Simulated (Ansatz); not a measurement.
# Does relaxation matter for the field gradients of SiC with vanadium replacing Si?

Start: a supercell of SiC (wurtzite type, P6_3mc) built from a COD entry, with all atoms left at the host's positions.

Space group P3m1 (No. 156); a = 6.1520, c = 10.0960 Å, γ = 120.00°.

```csv
site,Wyckoff,site symmetry,x,y,z
V,1a,3m.,0.0000,0.0000,0.0000
Si2,1a,3m.,0.0000,0.0000,0.5000
Si3,3d,.m.,0.0000,0.5000,0.0000
Si4,3d,.m.,0.0000,0.5000,0.5000
Si9,3d,.m.,0.1667,0.8333,0.2500
Si10,3d,.m.,0.1667,0.8333,0.7500
Si15,1c,3m.,0.6667,0.3333,0.2500
Si16,1c,3m.,0.6667,0.3333,0.7500
C17,1a,3m.,0.0000,0.0000,0.1925
C18,1a,3m.,0.0000,0.0000,0.6925
C19,3d,.m.,0.0000,0.5000,0.1925
C20,3d,.m.,0.0000,0.5000,0.6925
C25,3d,.m.,0.1667,0.8333,0.4425
C26,3d,.m.,0.1667,0.8333,0.9425
C31,1c,3m.,0.6667,0.3333,0.4425
C32,1c,3m.,0.6667,0.3333,0.9425
```

One atom of each set is listed.

The numbers come from a DFT calculation in Ansatz (PBE, plane waves and PAW, scalar-relativistic, 420 eV cutoff, Γ-centred 4×4×2 k-points, Fermi–Dirac smearing 0.01 eV, cell charge +1).

The largest force at the start is 1.5 eV/Å. Relaxing the ions at fixed cell moves them by 0.057 Å at most (atom 30, C) and 0.031 Å rms.

```
site  moved (Å)                  first shell before                   first shell after  V_zz before (10²¹ V/m²)  η before
   V      0.001                  4 C at 1.87–1.94 Å                       4 C at 1.92 Å                     2.09      0.00
 Si2      0.017                  4 C at 1.87–1.94 Å                  4 C at 1.88–1.91 Å                     1.92      0.00
 Si3      0.054                  4 C at 1.87–1.94 Å                  4 C at 1.87–1.89 Å                    -1.38      0.10
 Si4      0.020                  4 C at 1.87–1.94 Å                  4 C at 1.88–1.90 Å                     2.06      0.04
 Si9      0.037                  4 C at 1.87–1.94 Å                  4 C at 1.88–1.90 Å                     1.38      0.93
Si10      0.007                  4 C at 1.87–1.94 Å                  4 C at 1.87–1.91 Å                     3.38      0.01
Si15      0.045                  4 C at 1.87–1.94 Å                       4 C at 1.88 Å                     1.50      0.00
 C17      0.023       3 Si at 1.87 Å, 1 V at 1.94 Å       3 Si at 1.90 Å, 1 V at 1.92 Å                    -0.64      0.00
 C25      0.022                 4 Si at 1.87–1.94 Å                 4 Si at 1.88–1.89 Å                     0.54      0.11
 C26      0.057  3 Si at 1.87–1.94 Å, 1 V at 1.87 Å  3 Si at 1.89–1.91 Å, 1 V at 1.92 Å                    -0.68      0.16
```

Q: How do the gradients change?

A: 

| site | V_zz after | η after | change of V_zz |
| --- | --- | --- | --- |
| V | 0.94 | 0.00 | -1.15 |
| Si2 | 0.71 | 0.00 | -1.21 |
| Si3 | 1.68 | 0.54 | – |
| Si4 | 0.62 | 0.37 | -1.44 |
| Si9 | 1.68 | 0.09 | +0.30 |
| Si10 | 2.24 | 0.09 | -1.14 |
| Si15 | -0.27 | 0.00 | -1.77 |
| C17 | -0.74 | 0.00 | -0.10 |
| C25 | 0.38 | 0.12 | -0.16 |
| C26 | -0.66 | 0.08 | +0.02 |

The largest change of V_zz along a kept axis is on Si15, from 1.50 to -0.27. In per cent, |V_zz| changes by -55 on V, -70 to +22 on Si, -29 to +16 on C (all sites that start above 0.5, bar those whose gradient vanishes or changes sign or whose main axis turns by over 40°). Where |V_zz| stays above 0.1 and the axes keep their order, η moves most on Si9, from 0.93 to 0.09. V_zz changes sign on Si15 (same axis), C32 (same axis) (not all in the table). On Si3 the largest principal value lies along another axis in the second run, so the two V_zz can't be compared directly. The table leaves out 6 of the 16 sites, with |V_zz| up to 1.90; their tensors move by 1.10 at most along any direction. The statements above cover all sites. The host's own positions weren't relaxed first, so part of the change far from the defect can be the host's relaxation.

The defect repeats with the cell of 32 atoms, so it feels its images: sites between two images don't show the values beside a lone defect, and zeros or small values of η there can come from the images' arrangement. C and Si carry a gradient in the pure host already, so the values there aren't the defect's effect alone. A uniform background compensates the cell's charge.
Before: The cell keeps the host's lattice, where the PBE pressure is 8 GPa (in a charged cell this depends on the convention for the mean potential). The neighbours have not yet relaxed around the defect (largest force 1.5 eV/Å), so a real crystal will differ.
After: The relaxation keeps the site symmetry 3m of the start, so the impurity can move only along its axis; a start off the site could end lower. The cell keeps the host's lattice, where the PBE pressure is 7 GPa (in a charged cell this depends on the convention for the mean potential).
